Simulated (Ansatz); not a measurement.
CdSiN2:
```
CdSiN2
1.0
    1.44882     0.83647     5.96448
   -1.44882     0.83647     5.96448
    0.00000    -1.67295     5.96448
Cd Si N
1 1 2
Cartesian
  0.00000   0.00000   8.94671
  0.00000   0.00000   0.00000
  0.00000   0.00000  10.99638
  0.00000   0.00000   6.89705
```

Relaxed with r²SCAN+D4.

Question: Map the electron localisation function on the plane through (0.500, 0.500, 0.500) spanned by u = [1, 0, 0] and v = [-1, 1, 1] in lattice vectors, from r²SCAN+D4 (plane waves, PAW; program Ansatz).

Answer: x is the fraction of u, y of v (the angle between them is 45°; rows are the nearest grid lines); atoms in the plane: Cd at (0.00, 0.00), Si at (0.00, 0.50), N at (0.23, 0.11), N at (0.77, 0.89).
```
|@@#+-.=#%%%%%#=..=#%%%%%#=.-+#@@|
|@@%*=:.=#%%%%#+:.-*%%#*#%%=:-+#@|
|+***+=-..-++*+=:. :*##- .+%%-:-+|
|-=+++=-:..:---:.  .-*#+. .*%#-.-|
|:.:----:...         .=##*++#%%+:|
|=:..::::...          .=#%%%%%%#=|
|*=:.........           :+%@@@@%*|
|#=:.  ......           .:+%@@@%#|
|#=:.     .....        ....:+#%%#|
|*=:.      .....       ..::..-+**|
|..::.      ......      .:::.  ..|
|: ..:.      ......      .::: .::|
|::. :::.      ......      .:.. :|
|..  .:::.      ......      .::..|
|**+-..::..       .....      .:=*|
|#%%#+:....        .....     .:=#|
|#%@@@%+:.           ......  .:=#|
|*%@@@@%+:           .........:=*|
|=#%%%%%%#=.          ...::::..:=|
|:+%%#++*##=.         ...:----:.:|
|-.-#%*. .+#*-.  .:---:..:-=+++=-|
|+-:-%%+. -##*: .:=+*++-..-=+***+|
|@#+-:=%%#*#%%*-.:+#%%%%#=.:=*%@@|
|@@#+-.=#%%%%%#=..=#%%%%%#=.-+#@@|
```
Scale: ten equal steps from 0.022 (start of ' ') to 0.922 (end of '@'), in the order ' .:-=+*#%@'; x runs from 0.000 to 1.00, y from 0.000 (bottom) to 1.00 (top).

The density is the valence pseudo-density with augmentation charge, so density and ELF within about 1 Å of a nucleus are not all-electron values.

Space group R-3m. The start of the workflow was typed in or built on a structure type; neither database checked (COD, Materials Project) lists it. Its standing as an ambient phase is unchecked. Symmetry was held in the r²SCAN+D4 relaxation; its stability against distortions is not shown here. The volume moved by -44 % from the start of the relaxation.

Potentials: the later of the program's two PAW sets.
